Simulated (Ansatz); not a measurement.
## Fields on a plane of SnO2 (rutile)

```yaml
crystal:
  lattice:
    - [4.82756, 0.00000, 0.00000]
    - [0.00000, 4.82756, 0.00000]
    - [0.00000, 0.00000, 3.23791]
  atoms:
    - { symbol: Sn, position: [0.00000, 0.00000, 0.00000] }
    - { symbol: Sn, position: [0.50000, 0.50000, 0.50000] }
    - { symbol: O, position: [0.30660, 0.30660, 0.00000] }
    - { symbol: O, position: [0.80660, 0.19340, 0.50000] }
    - { symbol: O, position: [0.19340, 0.80660, 0.50000] }
    - { symbol: O, position: [0.69340, 0.69340, 0.00000] }
```

The slice is a (-1 1 0) plane (indices of the conventional cell) through the point (0.000, 0.000, 0.000) (fractional), spanned by u = [001] and v = [110] in vectors of this cell: u (3.24 Å) and v (6.83 Å, at 90° to u). It covers one period; positions are fractions (u, v).

Atoms on it: Sn at (0.00, 0.00); Sn at (0.50, 0.50); O at (0.00, 0.31); O at (0.00, 0.69).

Computed with PBE (plane waves to 420 eV, PAW, scalar-relativistic; Ansatz, a quantum-chemistry and plane-wave program). k mesh 7×7×10. Inside the PAW spheres the values are not all-electron values, and peaks at nuclei hang on which shells count as valence. SnO2 was relaxed with its symmetry unable to fall. The PAW data are Ansatz's earlier set.

```
|xx00112211000011221100|
|0011221111000011112211|
|2222111100000000111122|
|4444221100000000112244|
|9999773300000000337799|
|xx99996622000022669999|
|xxxx9977331111337799xx|
|xxxx9977221111227799xx|
|8899994422222222449999|
|8888442211000011224488|
|3322222200xxxx00222222|
|0011111100xxxx00111111|
|3322222200xxxx00222222|
|8888442211000011224488|
|8899994422222222449999|
|xxxx9977221111227799xx|
|xxxx9977331111337799xx|
|xx99996622000022669999|
|9999773300000000337799|
|4444221100000000112244|
|2222111100000000111122|
|0011221111000011112211|
|xx00112211000011221100|
|xxxx0022110000112200xx|
```
Scale: ten equal steps from 0.01 (start of '0') to 0.81 (end of '9'), in the order '0123456789'. Values: electron localisation function (ELF). The map has 11 points along u (two characters each, u = 0 at the left) and 24 along v (v = 0 in the bottom row). Points within 0.4 Å of a nucleus are blanked (x), as the pseudised field means little there.

| v \ u | 0.00 | 0.18 | 0.36 | 0.55 | 0.73 | 0.91 |
|---|---|---|---|---|---|---|
| 0.88 | x | <-1.0 | 4.0 | 5.9 | -0.2 | <-1.0 |
| 0.75 | x | x | 6.5 | 6.4 | 5.7 | x |
| 0.62 | x | x | <-1.0 | x | <-1.0 | x |
| 0.50 | 3.8 | <-1.0 | x | x | x | 1.5 |
| 0.38 | x | x | <-1.0 | x | <-1.0 | x |
| 0.25 | x | x | 6.5 | 6.4 | 5.7 | x |
| 0.12 | x | <-1.0 | 4.0 | 5.9 | -0.2 | <-1.0 |
| 0.00 | x | x | <-1.0 | 3.3 | x | x |

Values: electrostatic potential energy of an electron, from the cell's mean, in eV. Points within 0.9 Å of a nucleus are blanked (x), as the pseudised field means little there. Values under -1 eV are set to -1. The zero, the cell's mean, hangs on the PAW cores.

Density on the Sn–O line (2.09 Å) at its density minimum, 1.1 Å from Sn: 0.62 e/Å³
ELF at that point: 0.33
